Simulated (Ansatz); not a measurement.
Space group Fd-3m:1 (No. 227). a = 8.045 Å, b = 8.045 Å, c = 8.045 Å, α = 90.00°, β = 90.00°, γ = 90.00°
```csv
atom,site,symmetry,x,y,z
Pb,8a,-43m,0.5000,0.0000,0.5000
Au,16d,.-3m,0.1250,0.6250,0.1250
```

Equation of state of this PbAu$_{2}$ structure (not necessarily the ground state), with shape and atoms relaxed at each volume where symmetry leaves them free. Theory: DFT r2SCAN, scalar-relativistic, plane waves, PAW in Ansatz.

Cutoff 500 eV; k points 8×8×8 on the computed 6-atom cell (Γ-centred); Gaussian smearing, width 0.02 eV; no spin polarisation.

```tsv
V (Å³/atom)	E − E(largest V) (meV/atom)	P (GPa)	gap on mesh (eV)
20.393	6.22	7.09	0.06
21.043	-14.44	3.20	0.11
21.694	-20.75	0.00	0.10
22.345	-15.23	-2.63	0.10
22.996	0.00	-4.79	0.07
```

Fit a third-order Birch–Murnaghan equation to E(V).

V0 = 21.69 Å³/atom, B0 = 97 GPa, B0' = 5.5.

Spin-orbit coupling is left out, which matters for the bands of heavy elements.

Cost: 5 runs of about 5.4 core-minutes in all, on Arm Neoverse V1 (shared hosts).